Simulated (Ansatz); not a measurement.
Profile along the Zr–O line in ZrO2 (fluorite)

ZrO2 (fluorite)

```xyz
3
Lattice="0.0000 2.5320 2.5320 2.5320 0.0000 2.5320 2.5320 2.5320 0.0000" Properties=species:S:1:pos:R:3 pbc="T T T"
Zr     0.0000     0.0000     0.0000
O      1.2660     1.2660     1.2660
O      3.7981     3.7981     3.7981
```

Fields along a shortest Zr–O line of a {110} plane (2.19 Å), from Zr to O, interpolated on the slice's grid (step about 0.2 Å). The numbers are results of PBEsol (plane waves to 420 eV, PAW, scalar-relativistic; Ansatz, an electronic-structure program), not measurements. k mesh 11×11×11. Inside the PAW spheres the values are not all-electron values, and peaks at nuclei hang on which shells count as valence. This is a high-temperature form of ZrO2. ZrO2 is run without spin polarisation. ZrO2 was relaxed with its symmetry unable to fall.

```json
[
 {"distance from Zr (Å)": "0.00", "valence electron density (e/Å³)": "2.61", "electron localisation function": "x"},
 {"distance from Zr (Å)": "0.11", "valence electron density (e/Å³)": "2.93", "electron localisation function": "x"},
 {"distance from Zr (Å)": "0.22", "valence electron density (e/Å³)": "3.59", "electron localisation function": "x"},
 {"distance from Zr (Å)": "0.33", "valence electron density (e/Å³)": "4.09", "electron localisation function": "x"},
 {"distance from Zr (Å)": "0.44", "valence electron density (e/Å³)": "4.07", "electron localisation function": "0.72"},
 {"distance from Zr (Å)": "0.55", "valence electron density (e/Å³)": "3.49", "electron localisation function": "0.81"},
 {"distance from Zr (Å)": "0.66", "valence electron density (e/Å³)": "2.61", "electron localisation function": "0.82"},
 {"distance from Zr (Å)": "0.77", "valence electron density (e/Å³)": "1.73", "electron localisation function": "0.73"},
 {"distance from Zr (Å)": "0.88", "valence electron density (e/Å³)": "1.08", "electron localisation function": "0.51"},
 {"distance from Zr (Å)": "0.99", "valence electron density (e/Å³)": "0.70", "electron localisation function": "0.29"},
 {"distance from Zr (Å)": "1.09", "valence electron density (e/Å³)": "0.55", "electron localisation function": "0.19"},
 {"distance from Zr (Å)": "1.20", "valence electron density (e/Å³)": "0.56", "electron localisation function": "0.30"},
 {"distance from Zr (Å)": "1.31", "valence electron density (e/Å³)": "0.71", "electron localisation function": "0.54"},
 {"distance from Zr (Å)": "1.42", "valence electron density (e/Å³)": "1.02", "electron localisation function": "0.75"},
 {"distance from Zr (Å)": "1.53", "valence electron density (e/Å³)": "1.59", "electron localisation function": "0.83"},
 {"distance from Zr (Å)": "1.64", "valence electron density (e/Å³)": "2.55", "electron localisation function": "0.83"},
 {"distance from Zr (Å)": "1.75", "valence electron density (e/Å³)": "3.96", "electron localisation function": "0.78"},
 {"distance from Zr (Å)": "1.86", "valence electron density (e/Å³)": "5.50", "electron localisation function": "x"},
 {"distance from Zr (Å)": "1.97", "valence electron density (e/Å³)": "6.73", "electron localisation function": "x"},
 {"distance from Zr (Å)": "2.08", "valence electron density (e/Å³)": "7.44", "electron localisation function": "x"},
 {"distance from Zr (Å)": "2.19", "valence electron density (e/Å³)": "7.45", "electron localisation function": "x"}
]
```

x: too close to a nucleus for the ELF to mean much.

Density on the Zr–O line (2.19 Å) at its density minimum, 1.1 Å from Zr: 0.54 e/Å³. ELF at that point: 0.2.
